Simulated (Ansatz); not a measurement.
BaLiF$_{3}$:
```
CELL_PARAMETERS angstrom
      3.98162     0.00000     0.00000
      0.00000     3.98162     0.00000
      0.00000     0.00000     3.98162
ATOMIC_POSITIONS crystal
  Ba 0.00000 0.00000 0.00000
  Li 0.50000 0.50000 0.50000
  F  0.00000 0.50000 0.50000
  F  0.50000 0.00000 0.50000
  F  0.50000 0.50000 0.00000
```

Relaxed with r²SCAN. Special points in fractions of this cell's reciprocal vectors: Γ (0.000, 0.000, 0.000); X (0.000, 0.500, 0.000); M (0.500, 0.500, 0.000); R (0.500, 0.500, 0.500).

Q: List the band energies nearest the valence-band maximum at these points for the program Ansatz at the r²SCAN level (PAW).

A: In eV from the valence-band maximum; about four levels below and three above (degenerate sets whole), none deeper than 8.9 eV; points with the same levels are listed once.

```
k                             below                  above
-  --------------------------------  ---------------------
Γ  -0.86 -0.86 -0.86 0.00 0.00 0.00         7.40 7.40 9.31
X           -0.78 -0.78 -0.47 -0.47        8.82 9.51 11.19
M           -0.61 -0.61 -0.23 -0.19  9.74 9.97 11.69 11.69
R     -0.22 -0.22 -0.16 -0.16 -0.16         8.95 8.95 8.95
```

Space group Pm-3m (cubic perovskite). The first step of the workflow began from a Materials Project structure, measured or hypothetical; the Crystallography Open Database copy checked does not list it. Its standing as an ambient phase is unchecked. The cell was relaxed with r²SCAN under the symmetry of its start; whether a distortion lowers the energy is not shown. Scalar-relativistic: spin–orbit coupling is off unless named, which matters more the heavier the elements.

Potentials: the later of the program's two PAW sets.
